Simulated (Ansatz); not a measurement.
Cu Kα1 powder pattern (kinematic, no thermal factors).
```csv
2θ (°),relative intensity
25.40,2
52.17,100
76.90,17
```

The pattern is computed from a structure relaxed with DFT PBE, scalar-relativistic, plane waves, PAW in Ansatz 0.2.0. No spin polarisation. Its elements are B, Be.

Give the structure.

Be7B.
Space group Im-3m (No. 229). a = 4.955 Å, b = 4.955 Å, c = 4.955 Å, α = 90.00°, β = 90.00°, γ = 90.00°
| atom | site | symmetry | x | y | z |
| --- | --- | --- | --- | --- | --- |
| Be | 6b | 4/mm.m | 0.5000 | 0.0000 | 0.0000 |
| Be | 8c | .-3m | 0.2500 | 0.2500 | 0.7500 |
| B | 2a | m-3m | 0.0000 | 0.0000 | 0.0000 |

A pattern alone doesn't exclude other cells with like lines; this is the one computed.

It was reached by relaxing an invented guess, and it needn't be the stable form of this composition.
